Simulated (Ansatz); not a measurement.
Input file for Ansatz (a quantum-chemistry and plane-wave program):

Ansatz 0.2 input:
```yaml
crystal:
  lattice:
    - [3.001026423, 0.0, 0.0]
    - [-1.5005132115, 2.5989651198, 0.0]
    - [0.0, 0.0, 13.9372861585]
  atoms:
    - { symbol: B, position: [0.3333333333, 0.6666666667, 0.5233748009] }
    - { symbol: B, position: [0.6666666667, 0.3333333333, 0.4766251991] }
    - { symbol: B, position: [0.6666666667, 0.3333333333, 0.0233748009] }
    - { symbol: B, position: [0.3333333333, 0.6666666667, 0.9766251991] }
    - { symbol: B, position: [0.0, 0.0, 0.25] }
    - { symbol: B, position: [0.0, 0.0, 0.75] }
    - { symbol: B, position: [0.6666666667, 0.3333333333, 0.25] }
    - { symbol: B, position: [0.3333333333, 0.6666666667, 0.75] }
    - { symbol: W, position: [0.3333333333, 0.6666666667, 0.1355038332] }
    - { symbol: W, position: [0.6666666667, 0.3333333333, 0.8644961668] }
    - { symbol: W, position: [0.6666666667, 0.3333333333, 0.6355038332] }
    - { symbol: W, position: [0.3333333333, 0.6666666667, 0.3644961668] }
kpoints:
  mp_grid: { grid: [11, 11, 3] }
  band_path:
    path:
      - [[0.0, 0.0, 0.0], [0.5, 0.0, 0.0], [0.3333333333, 0.3333333333, 0.0], [0.0, 0.0, 0.0], [0.0, 0.0, 0.5], [0.5, 0.0, 0.5], [0.3333333333, 0.3333333333, 0.5], [0.0, 0.0, 0.5]]  # Γ-M-K-Γ-A-L-H-A
      - [[0.5, 0.0, 0.5], [0.5, 0.0, 0.0]]  # L-M
      - [[0.3333333333, 0.3333333333, 0.5], [0.3333333333, 0.3333333333, 0.0]]  # H-K
    npoints: 8
basis: { xc_grid: 2 }
hamiltonian:
  xc: pbesol
  pseudopotentials: { kind: paw }
magnetization: { noncollinear: true, spin_orbit: true }
scf:
  n_extra_bands: 24
  convergence: { dr2_threshold: 0.0000000001 }
  occupations: { method: gaussian, width: 0.05 }
output: { eigenvalues: true }
```

Output (shortened):

```
Pseudopotential: B, paw_fr, valence charge 3
Pseudopotential: W, paw_fr, valence charge 14
Functional definition: PBEsol
non-collinear run that drives no moment, with spin-orbit …
Crystal: 12 atoms, lattice volume = 108.705 Å³
Basis set: ecut = 420 eV, 2051 PW (Γ), exchange–correlation on 48×48×192 points (8 copies of the dense FFT grid, shifted against one another)
Bands: 104, of which v1, the nominal top of the filled ones, is band 80 counted from 1 (79 counted from 0)
Symmetry: 24 space group operations + 24 with time reversal
k-points: 32 of 363
Projection manifold: j_resolved (fully-relativistic pseudo-atomic orbitals)
SCF iter   1: F=—  HF=-42355.805614 eV  |F-HF|=—  |Δ(HF+E_count)|=         —  Δρ=1.14e-1  dr2=2.66e1  dr2_m=0.00e0 (ungated)  ethr=3.10e-3  |M|=0.00e0 ∫|m|=0.00e0 μB  |m|>n=0.0e0 m-floor=0.0e0 τ_xc=0.0e0  β_m=0.30  ⟨swp⟩=5.9  Hψ=8051  notcnv=0  defer=152
preconditioner: auto → Kerker (q_TF=auto, 2.592 Å⁻¹)
spin=Noncollinear: Kerker preconditioning applied to the charge; magnetization (m_x, m_y, m_z) channels mix plain (no charge-response kernel on spin).
SCF iter   2: F=—  HF=-42351.336783 eV  |F-HF|=—  |Δ(HF+E_count)|=    4.47e0  Δρ=7.21e-2  dr2=1.04e1  dr2_m=0.00e0 (ungated)  ethr=3.10e-3  |M|=0.00e0 ∫|m|=0.00e0 μB  |m|>n=0.0e0 m-floor=0.0e0 τ_xc=0.0e0  β_m=0.54  ⟨swp⟩=3.0  Hψ=2788  notcnv=0  defer=546
SCF iter   3: F=—  HF=-42348.681399 eV  |F-HF|=—  |Δ(HF+E_count)|=    2.66e0  Δρ=1.26e-2  dr2=1.44e-1  dr2_m=0.00e0 (ungated)  ethr=3.10e-3  |M|=0.00e0 ∫|m|=0.00e0 μB  |m|>n=0.0e0 m-floor=0.0e0 τ_xc=0.0e0  β_m=0.77  ⟨swp⟩=4.9  Hψ=3634  notcnv=0  defer=546
SCF iter   4: F=—  HF=-42348.659994 eV  |F-HF|=—  |Δ(HF+E_count)|=   2.14e-2  Δρ=4.24e-3  dr2=3.17e-2  dr2_m=0.00e0 (ungated)  ethr=1.79e-4  |M|=0.00e0 ∫|m|=0.00e0 μB  |m|>n=0.0e0 m-floor=0.0e0 τ_xc=0.0e0  β_m=0.79  ⟨swp⟩=2.5  Hψ=3282  notcnv=0  defer=566
SCF iter   5: F=—  HF=-42348.652730 eV  |F-HF|=—  |Δ(HF+E_count)|=   7.26e-3  Δρ=9.32e-4  dr2=8.69e-4  dr2_m=0.00e0 (ungated)  ethr=3.96e-5  |M|=0.00e0 ∫|m|=0.00e0 μB  |m|>n=0.0e0 m-floor=0.0e0 τ_xc=0.0e0  β_m=0.89  ⟨swp⟩=2.0  Hψ=2075  notcnv=0  defer=566
SCF iter   6: F=—  HF=-42348.652687 eV  |F-HF|=—  |Δ(HF+E_count)|=   4.28e-5  Δρ=1.64e-4  dr2=5.65e-5  dr2_m=0.00e0 (ungated)  ethr=1.09e-6  |M|=0.00e0 ∫|m|=0.00e0 μB  |m|>n=0.0e0 m-floor=0.0e0 τ_xc=0.0e0  β_m=0.95  ⟨swp⟩=2.0  Hψ=2104  notcnv=0  defer=566
SCF iter   7: F=—  HF=-42348.652685 eV  |F-HF|=—  |Δ(HF+E_count)|=   2.01e-6  Δρ=4.48e-5  dr2=8.69e-6  dr2_m=0.00e0 (ungated)  ethr=7.06e-8  |M|=0.00e0 ∫|m|=0.00e0 μB  |m|>n=0.0e0 m-floor=0.0e0 τ_xc=0.0e0  β_m=0.97  ⟨swp⟩=2.0  Hψ=1959  notcnv=0  defer=566
SCF iter   8: F=—  HF=-42348.652683 eV  |F-HF|=—  |Δ(HF+E_count)|=   1.96e-6  Δρ=9.04e-6  dr2=3.21e-7  dr2_m=0.00e0 (ungated)  ethr=1.09e-8  |M|=0.00e0 ∫|m|=0.00e0 μB  |m|>n=0.0e0 m-floor=0.0e0 τ_xc=0.0e0  β_m=0.99  ⟨swp⟩=2.0  Hψ=1908  notcnv=0  defer=566
SCF iter  11: F=-42348.652823 eV  HF=-42348.652823 eV  |F-HF|=7.28e-12  |Δ(HF+E_count)|=  1.46e-11  Δρ=3.44e-8  dr2=1.23e-12  dr2_m=0.00e0 (ungated)  ethr=1.00e-12  |M|=0.00e0 ∫|m|=0.00e0 μB  |m|>n=0.0e0 m-floor=0.0e0 τ_xc=0.0e0  ⟨swp⟩=11.1  Hψ=6335  notcnv=0
SCF 1 converged in 11 iterations: F = -42348.652823 eV  dr2 = 1.23e-12
NSCF: frozen V_eff on 75 k-points
SCF converged after 11 iterations
Magnetization: |M| = 0.0000 μB,  M = (+0.0000, +0.0000, +0.0000) μB
Absolute magnetization: 0.0000 μB (∫|m|)
  site 0: m = (+0.0000, +0.0000, +0.0000) μB, |m| = 0.0000 μB  (R = 0.76 Å)
  site 1: m = (+0.0000, +0.0000, +0.0000) μB, |m| = 0.0000 μB  (R = 0.76 Å)
  site 2: m = (+0.0000, +0.0000, +0.0000) μB, |m| = 0.0000 μB  (R = 0.76 Å)
  site 3: m = (+0.0000, +0.0000, +0.0000) μB, |m| = 0.0000 μB  (R = 0.76 Å)
  site 4: m = (+0.0000, +0.0000, +0.0000) μB, |m| = 0.0000 μB  (R = 0.71 Å)
  site 5: m = (+0.0000, +0.0000, +0.0000) μB, |m| = 0.0000 μB  (R = 0.71 Å)
  site 6: m = (+0.0000, +0.0000, +0.0000) μB, |m| = 0.0000 μB  (R = 0.71 Å)
  site 7: m = (+0.0000, +0.0000, +0.0000) μB, |m| = 0.0000 μB  (R = 0.71 Å)
  site 8: m = (+0.0000, +0.0000, +0.0000) μB, |m| = 0.0000 μB  (R = 0.91 Å)
  site 9: m = (+0.0000, +0.0000, +0.0000) μB, |m| = 0.0000 μB  (R = 0.91 Å)
  site 10: m = (+0.0000, +0.0000, +0.0000) μB, |m| = 0.0000 μB  (R = 0.91 Å)
  site 11: m = (+0.0000, +0.0000, +0.0000) μB, |m| = 0.0000 μB  (R = 0.91 Å)
Free energy (F): -42348.652823 eV
Harris-Foulkes:  -42348.652823 eV  (|F-HF|=7.28e-12)
Internal energy: -42348.648144 eV  (E = F + TS)
E sigma→0 (E₀):  -42348.650484 eV
Entropy (-TS):   -0.004680 eV (-0.390 meV/atom)
Fermi energy:    19.184937 eV
--- Per-component energies (eV) ---
  E_band       = -297.666983
  E_kinetic    = 2219.108454
  E_local      = -3138.709547  (includes V_loc(G=0)·N_el)
  E_nonlocal   = 81.002768
  E_hartree    = 1170.969308
  E_xc         = -1326.974452
  E_vxc        = -1273.710873  (∫ρ·V_xc dr)
  E_paw        = -34430.056961  (= ΣΔE_a)
  E_vpaw       = -527.296116  (= ΣTr[D̂ρ^β])
  E_aug_tail   = -0.000294  (compensation charges beyond the density's cutoff)
  E_ewald      = -6925.011628
  E_core_change = 1.024208  (= ΣΔE_core)
  E_smearing   = -0.004680  (= −TS)
  E_closure    = 0.000000  (closes the sum)
  Σ components = -42348.652823   (vs F -42348.652823, Δ=0.00e0)
  [band-id]    e_kinetic+e_local+e_nonlocal+2·e_hartree+e_vxc+e_vpaw+e_augmentation_tail = -297.666993   (vs E_band -297.666983, Δ=-9.22e-6)
--- Band table (eV; the first three rows and the last of 32) ---
  k-point 0: bands = ["-55.1474", "-55.1474", "-55.1473", "-55.1473", "-55.1425", "-55.1425", "-55.1424", "-55.1424", "-26.5808", "-26.5808", "-26.5782", "-26.5782", "-26.5582", "-26.5582", "-26.5557", "-26.5557", "-17.0228", "-17.0228", "-17.0054", …
  k-point 1: bands = ["-55.1474", "-55.1474", "-55.1473", "-55.1473", "-55.1425", "-55.1425", "-55.1424", "-55.1424", "-26.5802", "-26.5802", "-26.5789", "-26.5789", "-26.5575", "-26.5575", "-26.5562", "-26.5562", "-17.0189", "-17.0189", "-17.0103", …
  k-point 2: bands = ["-55.1443", "-55.1443", "-55.1442", "-55.1442", "-55.1395", "-55.1395", "-55.1393", "-55.1393", "-26.5899", "-26.5899", "-26.5874", "-26.5874", "-26.5676", "-26.5676", "-26.5651", "-26.5651", "-17.0281", "-17.0281", "-17.0115", …
  k-point 31: bands = ["-55.1041", "-55.1041", "-55.1041", "-55.1041", "-55.0994", "-55.0994", "-55.0994", "-55.0994", "-26.7098", "-26.7098", "-26.7065", "-26.7065", "-26.6927", "-26.6927", "-26.6894", "-26.6894", "-17.1102", "-17.1102", "-17.1071", …
```

Cost: roughly 2.5 core-minutes on shared cores.

Space group P6_3/mmc. The first step of the workflow began from a Materials Project structure, measured or hypothetical; the Crystallography Open Database files this formula in space group No. 194, but the cells were not matched. Whether it is the stable phase at ambient conditions was not checked. Symmetry was held in the PBEsol relaxation; whether a distortion lowers the energy is not shown. No spin polarisation was allowed.

Potentials: the later of the program's two PAW sets.

Ansatz is a plane-wave DFT program.
